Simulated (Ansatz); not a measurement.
Cr (bcc (W type), space group No. 229) at seven volumes, PBEsol (plane waves, PAW; program Ansatz), scaled uniformly. One row is withheld.

```tsv
V (Å³/atom)	P (GPa)
10.141	32.47
10.475	?
10.809	9.17
11.143	0.00
11.478	-7.84
11.812	-14.53
12.146	-20.23
```

**Question.** Fit the shown pressures and predict the withheld one.

**Answer.** P = (3/2)B₀(x^(7/2) − x^(5/2))[1 + (3/4)(B′ − 4)(x − 1)] with x = (V₀/V)^(2/3). Least squares on the six rows gives V₀ = 11.143 Å³/atom, B₀ = 282 GPa, B′ = 4.25. At V = 10.475, x = 1.0421 and P = 19.88 GPa. The run itself gave 19.92 GPa.

Space group Im-3m (bcc (W type)). Symmetry was held in the PBEsol relaxation. The workflow began spin-polarised and lost its moments. Textbook magnetic order: a spin-density-wave antiferromagnet.

Potentials: the later of the program's two PAW sets.
